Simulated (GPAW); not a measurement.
**MgTiNbO4: changing the functional**

```
Nb Ti Mg O
1.0
     4.71026   -2.10295    0.00000
     4.71026    2.10295    0.00000
    -1.86680    0.00000    3.76678
Nb Ti Mg O
1 1 1 4
Direct
  0.00849 0.00849 0.00928
  0.75856 0.75856 0.25710
  0.50853 0.50853 0.50941
  0.26641 0.26641 0.26555
  0.50797 0.50797 0.00863
  0.75057 0.75057 0.74970
  0.00899 0.00899 0.50983
```

The cell comes from a database or a generator and needn't be the stable form of this composition.

Kept alike: task band structure; k mesh 5 × 5 × 5; occupations fermi-dirac, width 0.05 eV; no spin polarisation. Program: GPAW, potentials by row: the program's PAW data sets (release 1.2.1) made for this functional (LDA); GPAW PAW data sets (gpaw-data 1.2.1) (PBE); PAW data sets generated for this functional (PBEsol), cutoff 800 eV. The mesh is that of the run's cell of 7 atoms. No spin-orbit coupling.

| run | pressure (GPa) |
| --- | --- |
| A | -9.48 |
| B | -15.90 |
| C | -2.98 |

Pressure is positive in compression; the values hold the error of the finite cutoff, so their zero can differ a little from the energy's minimum. For a metal such a mesh leaves the last digits unconverged.

Problem. The runs differ in the functional alone: LDA; PBE; PBEsol. Which run is which?

Solution. Run A is PBEsol; run B is LDA; run C is PBE. The pressure runs from -15.90 (LDA) to -2.98 GPa (PBE). From PBE: LDA -12.92; PBEsol -6.50.
